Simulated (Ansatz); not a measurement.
## Strain response of YSi₂Pd₂

All numbers below come from DFT r2SCAN, scalar-relativistic, plane waves, PAW (Ansatz). Settings: 500 eV cutoff, 8×8×4 k-mesh, Gaussian smearing of 0.10 eV, no spin polarisation.

Starting point, cell and atoms relaxed:

```yaml
crystal:
  lattice:
    - [4.13678, 0.00000, 0.00000]
    - [0.00000, 4.13678, 0.00000]
    - [0.00000, 0.00000, 9.91830]
  atoms:
    - { symbol: Y, position: [0.00000, 0.00000, 0.00000] }
    - { symbol: Y, position: [0.50000, 0.50000, 0.50000] }
    - { symbol: Si, position: [0.00000, 0.00000, 0.38283] }
    - { symbol: Si, position: [0.50000, 0.50000, 0.11717] }
    - { symbol: Si, position: [0.50000, 0.50000, 0.88283] }
    - { symbol: Si, position: [0.00000, 0.00000, 0.61717] }
    - { symbol: Pd, position: [0.00000, 0.50000, 0.25000] }
    - { symbol: Pd, position: [0.50000, 0.00000, 0.25000] }
    - { symbol: Pd, position: [0.50000, 0.00000, 0.75000] }
    - { symbol: Pd, position: [0.00000, 0.50000, 0.75000] }
```

Deformation: uniaxial strain along c, with the lengths of a and b and the atoms relaxed and the angles held, all within the symmetry that the strain leaves. Energies are extrapolated to zero smearing. Stress is positive in compression, on the Cartesian axes of the cell above. On this cell's mesh the reference holds a stress of up to 0.21 GPa.

| strain (%) | ΔE (meV/atom) | a (Å) | b (Å) | c (Å) | σxx (GPa) | σyy (GPa) | σzz (GPa) |
| --- | --- | --- | --- | --- | --- | --- | --- |
| -2.0 | ? | ? | ? | 9.720 | ? | ? | ? |
| -1.0 | 1.2 | 4.152 | 4.152 | 9.819 | -0.01 | -0.01 | 1.69 |
| +0.0 | 0.0 | 4.137 | 4.137 | 9.918 | -0.13 | -0.13 | 0.21 |
| +1.0 | ? | ? | ? | 10.017 | ? | ? | ? |

**Question.** Fill in the row at -2.0 %.

**Answer.** ΔE 3.7 meV/atom; a 4.170 Å; b 4.170 Å; σxx 0.00 GPa; σyy 0.00 GPa; σzz 2.83 GPa.

**Question.** Fill in the row at +1.0 %.

**Answer.** ΔE 0.1 meV/atom; a 4.117 Å; b 4.117 Å; σxx 0.00 GPa; σyy 0.00 GPa; σzz -0.86 GPa.

Cost: 4 runs of about 26 core-minutes in all, on Arm Neoverse N1 (shared hosts).